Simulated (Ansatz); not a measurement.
A geometry of CsSnI3 away from equilibrium: the start of the relaxation of a generated cell, CsSnI3 placed in the AFLOW prototype ABC3_hR10_167_a_b_e (as in LiNbO3). Computed with PBE (plane waves to 420 eV, PAW, scalar-relativistic; Ansatz, an electronic-structure program). Γ-centred k-mesh 4×4×4 on the run's cell (coarser than for final values), Fermi–Dirac smearing 0.05 eV.

```xyz
10
Lattice="4.2857 2.4743 7.4868 -4.2857 2.4743 7.4868 0.0000 -4.9487 7.4868" Properties=species:S:1:pos:R:3:forces:R:3 pbc="T T T" free_energy=-68475.984 pressure_GPa=1.2
Cs     0.0000     0.0000     5.6151    0.0000    0.0000    0.0000
Cs     0.0000     0.0000    16.8452    0.0000    0.0000    0.0000
Sn     0.0000     0.0000     0.0000    0.0000    0.0000    0.0000
Sn     0.0000     0.0000    11.2301    0.0000    0.0000    0.0000
I     -0.9220     2.4743    13.1018    0.8405    0.0000    0.0000
I     -1.6818    -2.0357    13.1018   -0.4203    0.7279    0.0000
I      2.6038    -0.4387    13.1018   -0.4203   -0.7279    0.0000
I      0.9220    -2.4743     9.3585   -0.8405    0.0000    0.0000
I      1.6818     2.0357     9.3585    0.4203   -0.7279    0.0000
I     -2.6038     0.4387     9.3585    0.4203    0.7279    0.0000
```

Positions in Å, forces in eV/Å, free energy of the cell in eV (comparable only within this code, potentials and settings). Largest force: 0.84 eV/Å, on I5, I6, I7, I8, I9, I10 (atoms numbered as listed); the geometry lies 0.10 eV/atom above the end of its relaxation.

No spin polarisation in the result.

The run could not lose the symmetry of its start: the end is stationary, and may be a saddle point rather than a minimum.

The end of the path is a generated cell of CsSnI3: the first start was made by placing the elements on the sites of a structure type, and the end was not matched to a known phase here, so it may be hypothetical. Known forms of CsSnI3 include space group No. 62, 221.
